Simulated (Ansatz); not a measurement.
Ansatz (an electronic-structure program) input:

Ansatz 0.2 input:
```yaml
crystal:
  lattice:
    - [0.0, 4.600479813, 4.600479813]
    - [4.600479813, 0.0, 4.600479813]
    - [4.600479813, 4.600479813, 0.0]
  atoms:
    - { symbol: In, position: [0.625, 0.625, 0.625] }
    - { symbol: In, position: [0.125, 0.625, 0.625] }
    - { symbol: In, position: [0.625, 0.125, 0.625] }
    - { symbol: In, position: [0.625, 0.625, 0.125] }
    - { symbol: Cd, position: [0.25, 0.25, 0.25] }
    - { symbol: Cd, position: [0.0, 0.0, 0.0] }
    - { symbol: O, position: [0.8618754138, 0.8618754138, 0.8618754138] }
    - { symbol: O, position: [0.4143737585, 0.8618754138, 0.8618754138] }
    - { symbol: O, position: [0.8618754138, 0.4143737585, 0.8618754138] }
    - { symbol: O, position: [0.8618754138, 0.8618754138, 0.4143737585] }
    - { symbol: O, position: [0.3881245862, 0.3881245862, 0.3881245862] }
    - { symbol: O, position: [0.8356262415, 0.3881245862, 0.3881245862] }
    - { symbol: O, position: [0.3881245862, 0.8356262415, 0.3881245862] }
    - { symbol: O, position: [0.3881245862, 0.3881245862, 0.8356262415] }
kpoints:
  mp_grid: { grid: [4, 4, 4] }
  band_path:
    path:
      - [[0.0, 0.0, 0.0], [0.5, 0.0, 0.5], [0.625, 0.25, 0.625]]  # Γ-X-U
      - [[0.375, 0.375, 0.75], [0.0, 0.0, 0.0], [0.5, 0.5, 0.5], [0.5, 0.25, 0.75], [0.5, 0.0, 0.5]]  # K-Γ-L-W-X
      - [VBM, CBM]
    npoints: 12
hamiltonian:
  xc: r2scan
  pseudopotentials: { kind: paw }
magnetization: { noncollinear: true, spin_orbit: true }
scf:
  n_extra_bands: 28
  convergence: { dr2_threshold: 0.0000000001 }
  occupations: { method: gaussian, width: 0.01 }
checkpoint: { write: soc.run }
output: { eigenvalues: true }
```

Output (shortened):

```
Pseudopotential: In, paw_fr, valence charge 13
Pseudopotential: Cd, paw_fr, valence charge 20
Pseudopotential: O, paw_fr, valence charge 6
Functional definition: r2SCAN
non-collinear run that drives no moment, with spin-orbit …
Crystal: 14 atoms, lattice volume = 194.733 Å³
Basis set: ecut = 500 eV, 4957 PW (Γ), exchange–correlation on 192×192×192 points (64 copies of the dense FFT grid, shifted against one another)
Bands: 168, of which v1, the nominal top of the filled ones, is band 140 counted from 1 (139 counted from 0)
Symmetry: 48 space group operations + 48 with time reversal
k-points: 8 of 64
Projection manifold: j_resolved (fully-relativistic pseudo-atomic orbitals)
SCF iter   1: F=—  HF=-43482.304320 eV  |F-HF|=—  |Δ(HF+E_count)|=         —  Δρ=8.12e-2  dr2=9.75e0  dr2_τ=1.14e-1  dr2_m=0.00e0 (ungated)  ethr=3.10e-3  |M|=0.00e0 ∫|m|=0.00e0 μB  |m|>n=0.0e0 m-floor=0.0e0 τ_xc=0.0e0  β_m=0.30  ⟨swp⟩=6.1  Hψ=3189  notcnv=0  defer=64
preconditioner: auto → Resta (q_TF=auto, 2.582 Å⁻¹)
spin=Noncollinear: Resta preconditioning applied to the charge; magnetization (m_x, m_y, m_z) channels mix plain (no charge-response kernel on spin).
SCF iter   2: F=—  HF=-43480.942307 eV  |F-HF|=—  |Δ(HF+E_count)|=    1.36e0  Δρ=5.33e-2  dr2=4.24e0  dr2_τ=5.25e-2  dr2_m=0.00e0 (ungated)  ethr=3.10e-3  |M|=0.00e0 ∫|m|=0.00e0 μB  |m|>n=0.0e0 m-floor=0.0e0 τ_xc=0.0e0  β_m=0.57  ⟨swp⟩=2.0  Hψ=1067  notcnv=0  defer=186
SCF iter   3: F=—  HF=-43480.331314 eV  |F-HF|=—  |Δ(HF+E_count)|=   6.11e-1  Δρ=1.06e-2  dr2=1.57e-1  dr2_τ=3.26e-3  dr2_m=0.00e0 (ungated)  ethr=3.03e-3  |M|=0.00e0 ∫|m|=0.00e0 μB  |m|>n=0.0e0 m-floor=0.0e0 τ_xc=0.0e0  β_m=0.71  ⟨swp⟩=4.0  Hψ=1172  notcnv=0  defer=186
SCF iter   4: F=—  HF=-43480.351869 eV  |F-HF|=—  |Δ(HF+E_count)|=   2.06e-2  Δρ=2.55e-3  dr2=9.61e-3  dr2_τ=1.91e-4  dr2_m=0.00e0 (ungated)  ethr=1.12e-4  |M|=0.00e0 ∫|m|=0.00e0 μB  |m|>n=0.0e0 m-floor=0.0e0 τ_xc=0.0e0  β_m=0.86  ⟨swp⟩=3.2  Hψ=1358  notcnv=0  defer=184
SCF iter   5: F=—  HF=-43480.355454 eV  |F-HF|=—  |Δ(HF+E_count)|=   3.59e-3  Δρ=1.14e-3  dr2=2.06e-3  dr2_τ=7.38e-5  dr2_m=0.00e0 (ungated)  ethr=6.86e-6  |M|=0.00e0 ∫|m|=0.00e0 μB  |m|>n=0.0e0 m-floor=0.0e0 τ_xc=0.0e0  β_m=0.76  ⟨swp⟩=2.1  Hψ=871  notcnv=0  defer=184
SCF iter   6: F=—  HF=-43480.355075 eV  |F-HF|=—  |Δ(HF+E_count)|=   3.79e-4  Δρ=2.95e-4  dr2=1.35e-4  dr2_τ=3.65e-6  dr2_m=0.00e0 (ungated)  ethr=1.47e-6  |M|=0.00e0 ∫|m|=0.00e0 μB  |m|>n=0.0e0 m-floor=0.0e0 τ_xc=0.0e0  β_m=0.83  ⟨swp⟩=2.0  Hψ=1086  notcnv=0  defer=184
SCF iter   7: F=—  HF=-43480.355134 eV  |F-HF|=—  |Δ(HF+E_count)|=   5.94e-5  Δρ=5.79e-5  dr2=4.80e-6  dr2_τ=9.39e-8  dr2_m=0.00e0 (ungated)  ethr=9.66e-8  |M|=0.00e0 ∫|m|=0.00e0 μB  |m|>n=0.0e0 m-floor=0.0e0 τ_xc=0.0e0  β_m=0.91  ⟨swp⟩=2.0  Hψ=884  notcnv=0  defer=184
SCF iter   8: F=—  HF=-43480.354965 eV  |F-HF|=—  |Δ(HF+E_count)|=   1.69e-4  Δρ=9.95e-6  dr2=1.49e-7  dr2_τ=3.06e-9  dr2_m=0.00e0 (ungated)  ethr=3.43e-9  |M|=0.00e0 ∫|m|=0.00e0 μB  |m|>n=0.0e0 m-floor=0.0e0 τ_xc=0.0e0  β_m=0.96  ⟨swp⟩=2.0  Hψ=963  notcnv=0  defer=184
SCF iter  11: F=-43480.354965 eV  HF=-43480.354965 eV  |F-HF|=1.46e-11  |Δ(HF+E_count)|=  3.13e-10  Δρ=9.91e-8  dr2=1.32e-11  dr2_τ=2.07e-13  dr2_m=0.00e0 (ungated)  ethr=1.00e-12  |M|=0.00e0 ∫|m|=0.00e0 μB  |m|>n=0.0e0 m-floor=0.0e0 τ_xc=0.0e0  ⟨swp⟩=11.2  Hψ=3050  notcnv=0
SCF 1 converged in 11 iterations: F = -43480.354965 eV  dr2 = 1.32e-11
NSCF: frozen V_eff on 16 k-points
NSCF: frozen V_eff on 16 k-points
NSCF: frozen V_eff on 16 k-points
NSCF: frozen V_eff on 11 k-points
NSCF: frozen V_eff on 11 k-points
NSCF: frozen V_eff on 9 k-points
NSCF: frozen V_eff on 5 k-points
NSCF: frozen V_eff on 2 k-points
NSCF: frozen V_eff on 87 k-points
SCF converged after 11 iterations
Magnetization: |M| = 0.0000 μB,  M = (+0.0000, +0.0000, +0.0000) μB
Absolute magnetization: 0.0000 μB (∫|m|)
  site 0: m = (+0.0000, +0.0000, +0.0000) μB, |m| = 0.0000 μB  (R = 0.90 Å)
  site 1: m = (+0.0000, +0.0000, +0.0000) μB, |m| = 0.0000 μB  (R = 0.90 Å)
  site 2: m = (+0.0000, +0.0000, +0.0000) μB, |m| = 0.0000 μB  (R = 0.90 Å)
  site 3: m = (+0.0000, +0.0000, +0.0000) μB, |m| = 0.0000 μB  (R = 0.90 Å)
  site 4: m = (+0.0000, +0.0000, +0.0000) μB, |m| = 0.0000 μB  (R = 0.91 Å)
  site 5: m = (+0.0000, +0.0000, +0.0000) μB, |m| = 0.0000 μB  (R = 0.91 Å)
  site 6: m = (+0.0000, +0.0000, +0.0000) μB, |m| = 0.0000 μB  (R = 0.90 Å)
  site 7: m = (+0.0000, +0.0000, +0.0000) μB, |m| = 0.0000 μB  (R = 0.90 Å)
  site 8: m = (+0.0000, +0.0000, +0.0000) μB, |m| = 0.0000 μB  (R = 0.90 Å)
  site 9: m = (+0.0000, +0.0000, +0.0000) μB, |m| = 0.0000 μB  (R = 0.90 Å)
  site 10: m = (+0.0000, +0.0000, +0.0000) μB, |m| = 0.0000 μB  (R = 0.90 Å)
  site 11: m = (+0.0000, +0.0000, +0.0000) μB, |m| = 0.0000 μB  (R = 0.90 Å)
  site 12: m = (+0.0000, +0.0000, +0.0000) μB, |m| = 0.0000 μB  (R = 0.90 Å)
  site 13: m = (+0.0000, +0.0000, +0.0000) μB, |m| = 0.0000 μB  (R = 0.90 Å)
Free energy (F): -43480.354965 eV
Harris-Foulkes:  -43480.354965 eV  (|F-HF|=1.46e-11)
Internal energy: -43480.354965 eV  (E = F + TS)
E sigma→0 (E₀):  -43480.354965 eV
Fermi energy:    8.941909 eV
--- Per-component energies (eV) ---
  E_band       = -1000.556741
  E_kinetic    = 3402.058148
  E_local      = -13387.311059  (includes V_loc(G=0)·N_el)
  E_nonlocal   = 1940.013840
  E_hartree    = 5696.668072
  E_xc         = -1719.835108
  E_vxc        = -1751.621414  (∫ρ·V_xc dr)
  E_paw        = -26204.183556  (= ΣΔE_a)
  E_vpaw       = -2713.321959  (= ΣTr[D̂ρ^β])
  E_aug_tail   = 0.007935  (compensation charges beyond the density's cutoff)
  E_vtau       = 116.281804  (kinetic-family band-sum trace: ∫τ·v_τ [+ j·A + Jᵃ·Aᵃ] dr)
  E_ewald      = -13210.282888
  E_core_change = 2.509650  (= ΣΔE_core)
  E_smearing   =  0.000000  (= −TS)
  E_closure    =  0.000000  (closes the sum)
  Σ components = -43480.354965   (vs F -43480.354965, Δ=0.00e0)
  [band-id]    e_kinetic+e_local+e_nonlocal+2·e_hartree+e_vxc+e_vpaw+e_augmentation_tail+e_vtau = -1000.556561   (vs E_band -1000.556741, Δ=1.80e-4)
--- Band table (eV; the first three rows and the last of 8) ---
  k-point 0: bands = ["-94.1832", "-94.1832", "-94.1832", "-94.1832", "-58.3511", "-58.3511", "-58.3510", "-58.3510", "-52.6369", "-52.6369", "-52.6369", "-52.6369", "-52.6366", "-52.6366", "-52.6366", "-52.6366", "-10.1513", "-10.1513", "-9.5699", "-9.5699", …
  k-point 1: bands = ["-94.1832", "-94.1832", "-94.1832", "-94.1832", "-58.3511", "-58.3511", "-58.3510", "-58.3510", "-52.6369", "-52.6369", "-52.6369", "-52.6369", "-52.6367", "-52.6367", "-52.6366", "-52.6366", "-10.0596", "-10.0596", "-9.5710", "-9.5710", …
  k-point 2: bands = ["-94.1832", "-94.1832", "-94.1832", "-94.1832", "-58.3511", "-58.3511", "-58.3510", "-58.3510", "-52.6369", "-52.6369", "-52.6368", "-52.6368", "-52.6368", "-52.6368", "-52.6366", "-52.6366", "-9.9264", "-9.9264", "-9.5643", "-9.5643", …
  k-point 7: bands = ["-94.1832", "-94.1832", "-94.1832", "-94.1832", "-58.3511", "-58.3511", "-58.3511", "-58.3511", "-52.6369", "-52.6369", "-52.6368", "-52.6368", "-52.6368", "-52.6368", "-52.6366", "-52.6366", "-9.7363", "-9.7363", "-9.7358", "-9.7358", …
```

Cost: roughly 30 core-minutes on shared cores.

Space group Fd-3m (spinel). The cell was relaxed with r²SCAN under the symmetry of its start.

Potentials: the later of the program's two PAW sets.

Ansatz is a plane-wave DFT program.
